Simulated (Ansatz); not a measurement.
BiPd under compression and expansion

Space group P6_3/mmc (No. 194). a = 4.230 Å, b = 4.230 Å, c = 5.690 Å, α = 90.00°, β = 90.00°, γ = 120.00°
| atom | site | symmetry | x | y | z |
| --- | --- | --- | --- | --- | --- |
| Bi | 2c | -6m2 | 0.3333 | 0.6667 | 0.2500 |
| Pd | 2a | -3m. | 0.0000 | 0.0000 | 0.0000 |

The runs use the primitive cell with vectors (4.230, 0.000, 0.000), (-2.115, 3.663, 0.000), (0.000, 0.000, 5.690) Å, to which the k mesh refers.

The cell is COD entry 9004224, as deposited and not checked against the literature; nothing was relaxed.

Spin polarisation is left out, and whether a magnetic state lies lower isn't shown here.

No spin–orbit coupling, which matters for the heavy atoms here.

Methods: DFT, PBEsol, all-electron LAPW, scalar-relativistic (Ansatz 0.2.0); DFT, PBEsol, PAW with Ansatz's default frozen-core files, scalar-relativistic (Ansatz 0.2.0).

For LAPW: a Γ-centred 9×9×6 k mesh, Fermi–Dirac smearing of 0.03 eV, basis error target 0.5 meV/atom, no spin polarisation. PAW takes a cutoff of 420 eV at this cell (files made with PBE, cores remade for this functional). The Ansatz runs share mesh, smearing and spin set-up. Plane-wave (PAW) pressures include the program's estimate of the Pulay term.

The cell above is scaled evenly, with fractional coordinates and shape held.

| V/V(cell) | V (Å³/atom) | P, LAPW (GPa) | P, PAW (GPa) |
| --- | --- | --- | --- |
| 0.9400 | 20.720 | 7.85 | 7.85 |
| 0.9600 | 21.161 | ? | ? |
| 0.9800 | 21.602 | 2.44 | 2.43 |
| 0.9900 | 21.822 | 1.28 | 1.28 |
| 1.0000 | 22.043 | 0.20 | 0.20 |
| 1.0100 | 22.263 | -0.82 | -0.82 |
| 1.0200 | 22.484 | -1.78 | -1.78 |
| 1.0400 | 22.924 | -3.53 | -3.53 |
| 1.0600 | 23.365 | -5.09 | -5.09 |

(1) Fill in the row V/V(cell) = 0.9600.

(2) What do Birch–Murnaghan fits to the pressures give?

## Answers

(1) P, LAPW (GPa) = 4.97, P, PAW (GPa) = 4.97.

(2) LAPW: V0 = 22.08 Å³/atom, B0 = 104 GPa, B0′ = 5.2; PAW: V0 = 22.08 Å³/atom, B0 = 104 GPa, B0′ = 5.2.
